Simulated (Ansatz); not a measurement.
**Gd, fcc: geometry optimisation**

Level of theory: Ansatz, DFT, LDA (PW92), plane waves (420 eV) with PAW, scalar-relativistic. The PAW files were generated under PBE, with cores re-solved for the functional.

k-point mesh 9×9×6, Fermi-Dirac smearing 0.05 eV, starting moments 7.00, -7.00 μB. Cell and atoms relax.

Starting structure:

```
CELL_PARAMETERS angstrom
3.60409 0.00000 0.00000
0.00000 3.60409 0.00000
0.00000 0.00000 5.09695
ATOMIC_POSITIONS crystal
Gd 0.00000 0.00000 0.00000
Gd 0.50000 0.50000 0.50000
```

What cell does the relaxation end in?

Fm-3m (spin ignored) with a = 4.858 Å; 28.67 Å³ per atom against 33.10 at the start (-13.4 %).

How much energy does the relaxation gain?

71.1 meV per atom.

Path of the relaxation (the plane waves are chosen anew near the end, which can shift the energy a little):

```json
{"step": "0", "E − E(final) (meV/atom)": "71.12", "V (Å³/atom)": "33.103", "P (GPa)": "-4.63", "max force (eV/Å)": "0.000"}
{"step": "1", "E − E(final) (meV/atom)": "1.21", "V (Å³/atom)": "29.345", "P (GPa)": "-0.91", "max force (eV/Å)": "0.000"}
{"step": "2", "E − E(final) (meV/atom)": "-0.90", "V (Å³/atom)": "28.556", "P (GPa)": "0.16", "max force (eV/Å)": "0.000"}
{"step": "3", "E − E(final) (meV/atom)": "-0.92", "V (Å³/atom)": "28.669", "P (GPa)": "0.00", "max force (eV/Å)": "0.000"}
{"step": "4", "E − E(final) (meV/atom)": "0.00", "V (Å³/atom)": "28.669", "P (GPa)": "-0.02", "max force (eV/Å)": "0.000"}
```

Which magnetic state does it end in?

antiferromagnetic, largest moment 7.11 μB in the atomic sphere; moments 7.11, -7.11 μB.

With an open f shell the SCF can settle in more than one state.
